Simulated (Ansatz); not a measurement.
## GdSi3 (AuCu3-type structure)

Computed with Ansatz (plane waves, PAW, 420 eV cutoff): PBE+U (U_eff = 6 eV on Gd 4f), scalar-relativistic, collinear spin, 8×8×8 k-mesh, Gaussian smearing of 0.05 eV; PAW files: Ansatz's generated set soft_2.

```yaml
crystal:
  lattice:
    - [4.16475, 0.00000, 0.00000]
    - [0.00000, 4.16475, 0.00000]
    - [0.00000, 0.00000, 4.16475]
  atoms:
    - { symbol: Gd, position: [0.00000, 0.00000, 0.00000] }
    - { symbol: Si, position: [0.00000, 0.50000, 0.50000] }
    - { symbol: Si, position: [0.50000, 0.50000, 0.00000] }
    - { symbol: Si, position: [0.50000, 0.00000, 0.50000] }
```

The structure was built from a prototype; whether the compound forms in it isn't claimed.

The geometry is fixed. Moments are started on Gd in several ways. q is the propagation vector of an order in a doubled cell, in units of this cell's reciprocal vectors; doubled cells take an equivalent mesh or are counted from a ferromagnetic run in the same cell, unless said otherwise. Energies count from the first row, the state in which the cell was relaxed.

The starts:
- ferromagnetic
- no spin polarisation
- antiparallel, q = (0, 0, 1/2)
- antiparallel, q = (0, 1/2, 1/2)
- antiparallel, q = (1/2, 1/2, 1/2)

(1) Which start ends lowest?

Answer:

(1) Lowest: antiparallel, q = (0, 0, 1/2), though «antiparallel, q = (0, 1/2, 1/2)» lies within 1.3 meV/atom, too near to part.

```
                            start  largest typed moment (μB)  ΔE (meV/atom)  gap on the mesh (eV)  P (GPa)  final spin moments (μB)
                    ferromagnetic                      7.72*            0.0                 metal      0.0                  Gd 7.02
             no spin polarisation                       0.00         2475.2                 metal     -0.7                     none
    antiparallel, q = (0, 0, 1/2)                      7.00*           -3.3                 metal     -0.1           Gd 7.05, -7.05
  antiparallel, q = (0, 1/2, 1/2)                      7.00*           -2.1                 metal      0.0           Gd 7.04, -7.04
antiparallel, q = (1/2, 1/2, 1/2)                      7.00*           -0.9                 metal      0.0           Gd 7.03, -7.03
```

A star marks runs that didn't start from the typed moments alone: they went on from the state of an earlier run.

The row without spin polarisation prices the pairing of the open shell's electrons, in one of several fillings that the shell can take under U, not a magnetic ordering energy.

Only orders that fit these small cells were tried, so the real crystal's order may be another.

Spin–orbit coupling, which matters for such heavy elements, is left out. Site moments are of spin, integrated over atomic spheres.
